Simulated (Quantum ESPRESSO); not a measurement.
# SiGa3N3C: finding a planted mistake in a log

Computed values, not a measurement. The program is pw.x of Quantum ESPRESSO 7.5 (plane-wave density functional theory). The cell is made up: 8 atoms on a wurtzite lattice, with randomly drawn elements, strain and displacements, not relaxed. PseudoDojo standard norm-conserving files (v0.5 for PBE, v0.4.1 for LDA and PBEsol) set the functional; there is no spin polarisation, spin-orbit coupling or dispersion term, and the masses in the input are unused placeholders.

Intended input:

```
&control calculation='scf', pseudo_dir='./dojo.nc.sr.pbe.v0_5.standard.upf', outdir='./o', disk_io='low', tprnfor=.true., tstress=.true. /
&system ibrav=0, nat=8, ntyp=4, nbnd=37, ecutwfc=84.00895049, nosym=.true., tot_charge=0,
 occupations='smearing', smearing='fd', degauss=0.0018374661
/
&electrons conv_thr=7.350e-09, electron_maxstep=60, /
ATOMIC_SPECIES
C 1.0 C.upf
Ga 1.0 Ga.upf
N 1.0 N.upf
Si 1.0 Si.upf
CELL_PARAMETERS angstrom
3.3317 -0.0153 0.0241
-0.0265 5.7796 0.0004
0.0393 0.0004 5.3447
ATOMIC_POSITIONS angstrom
Si 0.0715 -0.1763 -0.0086
Ga 1.6276 2.8285 0.0454
Ga 1.841 1.0073 2.665
Ga 0.0243 3.866 2.7089
N 0.0117 -0.1309 2.0807
N 1.5676 2.9246 1.9499
C 1.729 1.0167 4.7874
N 0.0934 3.7639 4.6154
K_POINTS automatic
5 4 4 1 1 1
```

The log is shortened where brackets say so; the opening notice, blank lines, dates and the lines on written files are dropped, and the path of the files is cut. It prints rydbergs, bohrs and kilobars, and counts compression as positive stress. Where no state is partly filled, the Fermi energy that it prints is only some level between the filled and the empty states on the mesh, and need not lie in the true gap.

Log of the intended run:

```
     Program PWSCF v.7.5
     Parallel version (MPI & OpenMP), running on       4 processor cores
     Number of MPI processes:                 4
     Threads/MPI process:                     1
     [start-up lines left out]
     bravais-lattice index     =            0
     lattice parameter (alat)  =       6.2962  a.u.
     unit-cell volume          =     694.4666 (a.u.)^3
     number of atoms/cell      =            8
     number of atomic types    =            4
     number of electrons       =        62.00
     number of Kohn-Sham states=           37
     kinetic-energy cutoff     =      84.0090  Ry
     charge density cutoff     =     336.0358  Ry
     scf convergence threshold =      7.3E-09
     mixing beta               =       0.7000
     number of iterations used =            8  plain     mixing
     Exchange-correlation= PBE
                           (   1   4   3   4   0   0   0)
     [axes and pseudopotential details left out]
   Cartesian axes
     site n.     atom                  positions (alat units)
         1        Si     tau(   1) = (   0.0214597  -0.0529140  -0.0025812  )
         2        Ga     tau(   2) = (   0.4885014   0.8489348   0.0136262  )
         3        Ga     tau(   3) = (   0.5525505   0.3023270   0.7998626  )
         4        Ga     tau(   4) = (   0.0072933   1.1603260   0.8130386  )
         5        N      tau(   5) = (   0.0035116  -0.0392878   0.6244931  )
         6        N      tau(   6) = (   0.4704933   0.8777779   0.5852353  )
         7        C      tau(   7) = (   0.5189352   0.3051483   1.4368714  )
         8        N      tau(   8) = (   0.0280327   1.1296821   1.3852479  )
     number of k points=    40  Fermi-Dirac smearing, width (Ry)=  0.0018
                       cart. coord. in units 2pi/alat
        k(    1) = (   0.0997783   0.0725121   0.0771844), wk =   0.0500000
        k(    2) = (   0.0986509   0.0724962   0.2330397), wk =   0.0500000
     [further k points left out]
     Dense  grid:    72273 G-vectors     FFT dimensions: (  40,  64,  60)
     Estimated max dynamical RAM per process >     144.21 MB
     Estimated total dynamical RAM >     523.91 MB
     Initial potential from superposition of free atoms
     starting charge      61.9913, renormalised to      62.0000
     Starting wfcs are   47 randomized atomic wfcs
     total cpu time spent up to now is        2.0 secs
     per-process dynamical memory:   111.2 Mb
     Self-consistent Calculation
     iteration #  1     ecut=    84.01 Ry     beta= 0.70
     Davidson diagonalization with overlap
     ethr =  1.00E-02,  avg # of iterations =  3.0
     total cpu time spent up to now is        4.3 secs
     total energy              =    -540.74599823 Ry
     estimated scf accuracy    <       1.94221358 Ry
     iteration #  2     ecut=    84.01 Ry     beta= 0.70
     Davidson diagonalization with overlap
     ethr =  3.13E-03,  avg # of iterations =  3.1
     total cpu time spent up to now is        6.6 secs
     total energy              =    -541.24494582 Ry
     estimated scf accuracy    <       2.33472210 Ry
     [iterations 3 to 11 left out]
     iteration # 12     ecut=    84.01 Ry     beta= 0.70
     Davidson diagonalization with overlap
     ethr =  1.71E-10,  avg # of iterations =  3.1
     total cpu time spent up to now is       28.5 secs
     total energy              =    -541.65810157 Ry
     estimated scf accuracy    <       0.00000001 Ry
     iteration # 13     ecut=    84.01 Ry     beta= 0.70
     Davidson diagonalization with overlap
     ethr =  1.80E-11,  avg # of iterations =  2.5
     total cpu time spent up to now is       30.6 secs
     End of self-consistent calculation
     [lines on levels left out]
     the Fermi energy is     9.7330 ev
!    total energy              =    -541.65810157 Ry
     estimated scf accuracy    <          4.8E-09 Ry
     smearing contrib. (-TS)   =       0.00000000 Ry
     internal energy E=F+TS    =    -541.65810157 Ry
     The total energy is F=E-TS. E is the sum of the following terms:
     one-electron contribution =    -222.28869807 Ry
     hartree contribution      =     163.48213675 Ry
     xc contribution           =    -151.20203770 Ry
     ewald contribution        =    -331.64950255 Ry
     convergence has been achieved in  13 iterations
     Forces acting on atoms (cartesian axes, Ry/au):
     atom    1 type  4   force =    -0.00952708    0.07789008    0.00948765
     atom    2 type  2   force =     0.01709582    0.01876621   -0.00763265
     atom    3 type  2   force =    -0.04358411   -0.01226690    0.02250513
     atom    4 type  2   force =    -0.02071952   -0.03600522   -0.03688787
     atom    5 type  3   force =     0.02686698    0.04900948   -0.11005266
     atom    6 type  3   force =     0.04349752   -0.01441142    0.05650309
     atom    7 type  1   force =     0.01139283   -0.17583980   -0.01547038
     atom    8 type  3   force =    -0.02502244    0.09285756    0.08154768
     Total force =     0.283387     Total SCF correction =     0.000210
     Computing stress (Cartesian axis) and pressure
          total   stress  (Ry/bohr**3)                   (kbar)     P=     -133.02
  -0.00107588  -0.00006166  -0.00005898         -158.27       -9.07       -8.68
  -0.00006166  -0.00099161   0.00001034           -9.07     -145.87        1.52
  -0.00005898   0.00001034  -0.00064520           -8.68        1.52      -94.91
     init_run     :      1.91s CPU      1.95s WALL (       1 calls)
     electrons    :     28.54s CPU     28.65s WALL (       1 calls)
     forces       :      0.34s CPU      0.35s WALL (       1 calls)
     stress       :      1.11s CPU      1.11s WALL (       1 calls)
     [timing details left out]
     PWSCF        :     31.95s CPU     32.13s WALL
     JOB DONE.
```

A second run was made from an input with one planted mistake. Its log:

```
     Program PWSCF v.7.5
     Parallel version (MPI & OpenMP), running on       4 processor cores
     Number of MPI processes:                 4
     Threads/MPI process:                     1
     [start-up lines left out]
     bravais-lattice index     =            0
     lattice parameter (alat)  =       6.2962  a.u.
     unit-cell volume          =     694.4666 (a.u.)^3
     number of atoms/cell      =            8
     number of atomic types    =            4
     number of electrons       =        62.00
     number of Kohn-Sham states=           55
     kinetic-energy cutoff     =      84.0090  Ry
     charge density cutoff     =     336.0358  Ry
     scf convergence threshold =      7.3E-09
     mixing beta               =       0.7000
     number of iterations used =            8  plain     mixing
     Exchange-correlation= PBE
                           (   1   4   3   4   0   0   0)
     [axes and pseudopotential details left out]
   Cartesian axes
     site n.     atom                  positions (alat units)
         1        Si     tau(   1) = (   0.0214597  -0.0529140  -0.0025812  )
         2        Ga     tau(   2) = (   0.4885014   0.8489348   0.0136262  )
         3        Ga     tau(   3) = (   0.5525505   0.3023270   0.7998626  )
         4        Ga     tau(   4) = (   0.0072933   1.1603260   0.8130386  )
         5        N      tau(   5) = (   0.0035116  -0.0392878   0.6244931  )
         6        N      tau(   6) = (   0.4704933   0.8777779   0.5852353  )
         7        C      tau(   7) = (   0.5189352   0.3051483   1.4368714  )
         8        N      tau(   8) = (   0.0280327   1.1296821   1.3852479  )
     number of k points=    40  Fermi-Dirac smearing, width (Ry)=  0.0441
                       cart. coord. in units 2pi/alat
        k(    1) = (   0.0997783   0.0725121   0.0771844), wk =   0.0500000
        k(    2) = (   0.0986509   0.0724962   0.2330397), wk =   0.0500000
     [further k points left out]
     Dense  grid:    72273 G-vectors     FFT dimensions: (  40,  64,  60)
     Estimated max dynamical RAM per process >     181.75 MB
     Estimated total dynamical RAM >     674.05 MB
     Initial potential from superposition of free atoms
     starting charge      61.9913, renormalised to      62.0000
     Starting wfcs are   47 randomized atomic wfcs +    8 random wfcs
     total cpu time spent up to now is        2.1 secs
     per-process dynamical memory:   139.3 Mb
     Self-consistent Calculation
     iteration #  1     ecut=    84.01 Ry     beta= 0.70
     Davidson diagonalization with overlap
     ethr =  1.00E-02,  avg # of iterations =  7.3
     total cpu time spent up to now is        6.3 secs
     total energy              =    -540.79406977 Ry
     estimated scf accuracy    <       1.89569966 Ry
     iteration #  2     ecut=    84.01 Ry     beta= 0.70
     Davidson diagonalization with overlap
     ethr =  3.06E-03,  avg # of iterations =  2.0
     total cpu time spent up to now is        9.4 secs
     total energy              =    -541.18186648 Ry
     estimated scf accuracy    <       2.55001590 Ry
     [iterations 3 to 11 left out]
     iteration # 12     ecut=    84.01 Ry     beta= 0.70
     Davidson diagonalization with overlap
     ethr =  8.24E-11,  avg # of iterations =  2.0
     total cpu time spent up to now is       38.6 secs
     total energy              =    -541.67340061 Ry
     estimated scf accuracy    <          8.0E-09 Ry
     iteration # 13     ecut=    84.01 Ry     beta= 0.70
     Davidson diagonalization with overlap
     ethr =  1.28E-11,  avg # of iterations =  2.0
     total cpu time spent up to now is       41.5 secs
     End of self-consistent calculation
     [lines on levels left out]
     the Fermi energy is     9.9725 ev
!    total energy              =    -541.67340061 Ry
     estimated scf accuracy    <          4.8E-10 Ry
     smearing contrib. (-TS)   =      -0.06573376 Ry
     internal energy E=F+TS    =    -541.60766685 Ry
     The total energy is F=E-TS. E is the sum of the following terms:
     one-electron contribution =    -222.20681959 Ry
     hartree contribution      =     163.43623589 Ry
     xc contribution           =    -151.18758060 Ry
     ewald contribution        =    -331.64950255 Ry
     convergence has been achieved in  13 iterations
     Forces acting on atoms (cartesian axes, Ry/au):
     atom    1 type  4   force =    -0.00848236    0.06800005    0.01187375
     atom    2 type  2   force =     0.01697212    0.02358258   -0.00865815
     atom    3 type  2   force =    -0.04194702   -0.01007592    0.02014325
     atom    4 type  2   force =    -0.02064995   -0.03757861   -0.03571732
     atom    5 type  3   force =     0.02625547    0.05055448   -0.10433659
     atom    6 type  3   force =     0.04234347   -0.01433691    0.05397597
     atom    7 type  1   force =     0.01016550   -0.16780225   -0.01402320
     atom    8 type  3   force =    -0.02465723    0.08765657    0.07674230
     Total force =     0.269850     Total SCF correction =     0.000131
     Computing stress (Cartesian axis) and pressure
          total   stress  (Ry/bohr**3)                   (kbar)     P=     -119.26
  -0.00101577  -0.00007343  -0.00006225         -149.42      -10.80       -9.16
  -0.00007343  -0.00086581   0.00001373          -10.80     -127.36        2.02
  -0.00006225   0.00001373  -0.00055049           -9.16        2.02      -80.98
     init_run     :      1.93s CPU      1.98s WALL (       1 calls)
     electrons    :     39.38s CPU     39.51s WALL (       1 calls)
     forces       :      0.43s CPU      0.43s WALL (       1 calls)
     stress       :      1.42s CPU      1.42s WALL (       1 calls)
     [timing details left out]
     PWSCF        :     43.24s CPU     43.45s WALL
     JOB DONE.
```

Question: what was wrong in the second input?

Answer: the smearing is too wide. The input lines that differ, file-writing options aside:

```
- &system ibrav=0, nat=8, ntyp=4, nbnd=37, ecutwfc=84.00895049, nosym=.true., tot_charge=0,
+ &system ibrav=0, nat=8, ntyp=4, nbnd=55, ecutwfc=84.00895049, nosym=.true., tot_charge=0,
-  occupations='smearing', smearing='fd', degauss=0.0018374661
+  occupations='smearing', smearing='fd', degauss=0.0440991866
```

```
                                            intended run  run with the mistake
                          free energy (eV)     -7369.634             -7369.842
                    smearing term -TS (eV)        0.0000               -0.8944
                            pressure (GPa)        -13.30                -11.93
            largest force component (eV/Å)         4.521                 4.314
largest change of a force component (eV/Å)                               0.254
                                iterations            13                    13
```

For scale, a rerun of the intended cell at 1437 eV and a 7 x 6 x 6 mesh moved values by no more than 0.011 eV in energy, 0.08 GPa in stress and 0.007 eV/Å in force. The number of bands, nbnd, was set by rule from the electron count and the smearing, so it follows the mistake.